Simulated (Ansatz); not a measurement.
# Elastic constants of KCl (Fm-3m), step by step

```yaml
crystal:
  lattice:
    - [0.00000, 3.03933, 3.03933]
    - [3.03933, 0.00000, 3.03933]
    - [3.03933, 3.03933, 0.00000]
  atoms:
    - { symbol: K, position: [0.00000, 0.00000, 0.00000] }
    - { symbol: Cl, position: [0.50000, 0.50000, 0.50000] }
```

The conventional cell has a = 6.079 Å, b = 6.079 Å, c = 6.079 Å, α = 90.00°, β = 90.00°, γ = 90.00°. K (atom 1) is surrounded by 6 Cl at 3.04 Å. Cl (atom 2) is surrounded by 6 K at 3.04 Å.

Level of theory, where no other is named: LDA, all-electron LAPW in Ansatz 0.2.0, scalar-relativistic. k mesh 8×8×8, fixed occupations, basis error target 1 meV/atom. The cell was relaxed by PAW under this functional, which moved its volume by -10 % from the database entry's.

The cell is cubic and carries a residual pressure of -0.02 GPa at this level. Each strain component that symmetry leaves independent is applied at ±0.003, the ions relax wherever a strain frees them, and the stress (tension positive, GPa) is read. Shears are engineering strains, γ = 2ε.

| strain | size | σxx | σyy | σzz | σyz | σxz | σxy |
| --- | --- | --- | --- | --- | --- | --- | --- |
| xx | -0.003 | -0.1564 | 0.0043 | 0.0043 | 0.0000 | 0.0000 | 0.0000 |
| xx | +0.003 | 0.1978 | 0.0445 | 0.0445 | 0.0000 | 0.0000 | 0.0000 |
| yz | -0.003 | 0.0245 | 0.0245 | 0.0245 | -0.0196 | 0.0000 | 0.0000 |
| yz | +0.003 | 0.0245 | 0.0245 | 0.0245 | 0.0196 | 0.0000 | 0.0000 |

A central difference gives one constant, for example C11 ≈ (0.1978 − (-0.1564))/(0.006) = 59.0 GPa; the program then imposes the crystal's symmetry on the whole matrix.

Question: What are the independent elastic constants?

Answer: C11 = 59.0, C12 = 6.7, C44 = 6.5 GPa.

Question: Do they meet the Born conditions?

Answer: C11 − C12 = 52.3, C11 + 2C12 = 72.4 and C44 = 6.5 GPa must all be positive, so the crystal is elastically stable; that says nothing yet of its phonons.

Question: What moduli does a random aggregate of grains have?

Answer: B = (C11 + 2C12)/3 = 24.1 GPa. G_V = (C11 − C12 + 3C44)/5 = 14.4 and G_R = 5(C11 − C12)C44/(4C44 + 3(C11 − C12)) = 9.3, so G_H = 11.8 GPa. Then E = 9BG/(3B + G) = 30.5 GPa, ν = (3B − 2G)/(6B + 2G) = 0.289 and B/G = 2.04, on the ductile side of Pugh's 1.75 (a rule of thumb, made for metals; it doesn't predict ductility here).

Question: With the density of 2.205 g/cm³, how fast does sound travel, and what Debye temperature follows?

Answer: 

```
direction  slow (m/s)  middle (m/s)  fast (m/s)
    [100]        1719          1719        5175
    [110]        1719          3446        4226
    [111]        2983          2983        3859
```

The mean of v⁻³ over directions and branches gives v_m = 2452 m/s and θ_D = (ħ/k_B) v_m (6π²n)^(1/3) = 240 K, n being atoms per volume. Young's modulus spans 18 to 58 GPa over directions, and the universal anisotropy index is 2.72.

Question: How far do the constants move if PAW replaces LAPW in the same cell?

Answer: 

```csv
constant,LAPW (GPa),PAW (GPa),difference
C11,59.0,58.9,-0.1
C12,6.7,6.7,0.0
C44,6.5,6.5,0.0
```

Question: How do the constants change if the ions are clamped to the homogeneous strain?

Answer: None moves by more than 0.3 GPa: by symmetry a homogeneous strain puts no force on these sites.

Question: What happens at 20 GPa (cell relaxed there)?

Answer: The volume falls to 0.7053 of its value, and C11 = 265.8, C12 = 26.7, C44 = -7.1 GPa (slopes of the stress), in this structure whether or not another phase takes over. The matrix has a negative eigenvalue there, so the lattice is mechanically unstable at that pressure.

Known limits: the frozen-core PAW files of the compared runs were fitted under PBE, their cores solved anew for this functional.
